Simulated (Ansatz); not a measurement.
Mg$_{2}$GaCu$_{2}$: reading a single point

```
Mg Cu Ga
1.0
     0.00000    3.89641    0.00000
     3.89641    0.00000    0.00000
     1.94820    1.94820   -4.78656
Mg Cu Ga
2 2 1
Direct
  0.38800 0.38800 0.22400
  0.61200 0.61200 0.77600
  0.75000 0.25000 0.50000
  0.25000 0.75000 0.50000
  0.00000 0.00000 0.00000
```

The numbers come from plane-wave PAW DFT (Ansatz): r2SCAN, no spin polarisation, 500 eV, 9×9×9 Γ-centred k points, fermi-dirac occupations (width 0.0153 eV). Nothing was relaxed.

Question: Give the Bader charges.

Answer: Bader charges in e: Mg +1.34, Ga -0.77, Cu -0.95. In the mean Mg gives up most and Cu takes most.

Question: Is the cell too large or too small?

Answer: The pressure is 18.7 GPa (compression positive), so with the atoms held at these fractions the cell would first expand; the forces are large, so a full relaxation may end otherwise. The principal stresses 11.9, 11.9, 32.3 GPa differ, so its shape would change too.

Question: Is it stable against the elements?

Answer: 0.74 eV an atom against the elements' usual phases (free molecules for gases, crystals otherwise, with no correction for O₂ or N₂), so at this geometry it isn't bound against them. Relaxing would lower it.

Question: What happens at the Fermi level?

Answer: It is a metal, with about 1.6 states/eV a cell as the mean within 0.25 eV of the Fermi level, mostly Ga p (31 %), Cu s (23 %) and Mg s (14 %).

Origin: a known structure type with other elements, at an estimated volume, so it need not be a known compound. Caveats: atoms or cell far from equilibrium.
